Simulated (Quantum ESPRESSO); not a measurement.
pw.x input (Quantum ESPRESSO 7.5; PBEsol, PseudoDojo standard norm-conserving files, scalar-relativistic):

```
&CONTROL
  calculation = 'scf'
  pseudo_dir = './pseudo'
  outdir = './out'
  tprnfor = .true.
  tstress = .true.
/
&SYSTEM
  ibrav = 0
  nat = 10
  ntyp = 4
  ecutwfc = 84.0
  ecutrho = 336.0
  occupations = 'smearing'
  smearing = 'fd'
  degauss = 0.002
  nbnd = 48
/
&ELECTRONS
  conv_thr = 1e-09
/
ATOMIC_SPECIES
O 15.9990 O.upf
Sc 44.9559 Sc.upf
Nb 92.9064 Nb.upf
Ba 137.3270 Ba.upf
CELL_PARAMETERS angstrom
  0.000000000000   4.144170000000   4.144170000000
  4.144170000000   0.000000000000   4.144170000000
  4.144170000000   4.144170000000   0.000000000000
ATOMIC_POSITIONS crystal
O   0.756180000000   0.243820000000   0.243820000000
O   0.243820000000   0.756180000000   0.756180000000
O   0.243820000000   0.756180000000   0.243820000000
O   0.756180000000   0.243820000000   0.756180000000
O   0.243820000000   0.243820000000   0.756180000000
O   0.756180000000   0.756180000000   0.243820000000
Sc   0.500000000000   0.500000000000   0.500000000000
Nb   0.000000000000   0.000000000000   0.000000000000
Ba   0.250000000000   0.250000000000   0.250000000000
Ba   0.750000000000   0.750000000000   0.750000000000
K_POINTS automatic
6 6 6 0 0 0
```

End of the output:

```
     total energy              =    -532.37397399 Ry
     estimated scf accuracy    <       0.00000151 Ry
     total energy              =    -532.37397426 Ry
     estimated scf accuracy    <          6.0E-09 Ry
     total energy              =    -532.37397426 Ry
     estimated scf accuracy    <          2.4E-09 Ry
[...]
     the Fermi energy is    10.9711 ev
!    total energy              =    -532.37397426 Ry
     estimated scf accuracy    <          5.1E-11 Ry
     smearing contrib. (-TS)   =       0.00000000 Ry
     internal energy E=F+TS    =    -532.37397426 Ry
     The total energy is F=E-TS. E is the sum of the following terms:
     one-electron contribution =    -123.26888325 Ry
     hartree contribution      =     108.55327961 Ry
     xc contribution           =    -117.90108790 Ry
     ewald contribution        =    -399.75728272 Ry
     convergence has been achieved in  13 iterations
     Forces acting on atoms (cartesian axes, Ry/au):
     atom    1 type  1   force =    -0.01387151    0.00000000    0.00000000
     atom    2 type  1   force =     0.01387151    0.00000000    0.00000000
     atom    3 type  1   force =     0.00000000   -0.01387151    0.00000000
     atom    4 type  1   force =     0.00000000    0.01387151    0.00000000
     atom    5 type  1   force =     0.00000000    0.00000000   -0.01387151
     atom    6 type  1   force =     0.00000000    0.00000000    0.01387151
     atom    7 type  2   force =     0.00000000    0.00000000    0.00000000
     atom    8 type  3   force =     0.00000000    0.00000000    0.00000000
     atom    9 type  4   force =    -0.00000000    0.00000000    0.00000000
     atom   10 type  4   force =    -0.00000000   -0.00000000   -0.00000000
     Total force =     0.033978     Total SCF correction =     0.000020
     Computing stress (Cartesian axis) and pressure
          total   stress  (Ry/bohr**3)                   (kbar)     P=      -61.54
  -0.00041834  -0.00000000  -0.00000000          -61.54       -0.00       -0.00
  -0.00000000  -0.00041834  -0.00000000           -0.00      -61.54       -0.00
  -0.00000000  -0.00000000  -0.00041834           -0.00       -0.00      -61.54
```
In a gapped system the printed Fermi energy is only some level inside the gap.

Spin-orbit coupling is not included.

Geometry of the Materials Project entry, not relaxed at this level.
